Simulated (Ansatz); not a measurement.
A distorted cell of TiN (rock salt):

```yaml
crystal:
  lattice:
    - [0.00000, 4.23332, 4.23332]
    - [2.11666, 0.00000, 2.11666]
    - [2.11666, 2.11666, 0.00000]
  atoms:
    - { symbol: N, position: [0.00000, 0.00000, 0.00000] }
    - { symbol: N, position: [0.50000, 0.00000, 0.00000] }
    - { symbol: Ti, position: [0.25000, 0.50000, 0.50000] }
    - { symbol: Ti, position: [0.79465, 0.58929, 0.41071] }
```

Calculation: r2SCAN (plane waves to 500 eV, PAW, scalar-relativistic; Ansatz, an electronic-structure program). k mesh 15×15×15 (Γ-centred), Fermi-Dirac smearing 0.05 eV. The energy includes the smearing's −TS. Stress and pressure are positive under compression. With partly filled bands, energies and forces of such displacements shift with the k mesh and the smearing. The PAW data are Ansatz's earlier set. TiN is run without spin polarisation. TiN was relaxed with its symmetry unable to fall.

Q: Predict the force on every atom, in eV/Å.

A: 
```
atom      Fx      Fy      Fz
----  ------  ------  ------
N1     0.183  -0.183   5.093
N2    -0.222   0.222   0.910
Ti3   -0.976   0.976   0.969
Ti4    1.015  -1.015  -6.972
```

Q: Give the stress tensor in GPa and the pressure.

A: 
```
    0.8     -1.2     -1.5
   -1.2      0.8      1.5
   -1.5      1.5     40.4
```
The pressure, a third of the trace, is 14.0 GPa.

Q: In it atom 4 sits (0.000, 0.000, 0.378) Å away from its relaxed site. What is its energy relative to the relaxed cell?

A: 1018 meV/cell.

(For displaced atoms, the force is minus the slope of the energy, and its curvature is a force constant, which sets phonon frequencies.)
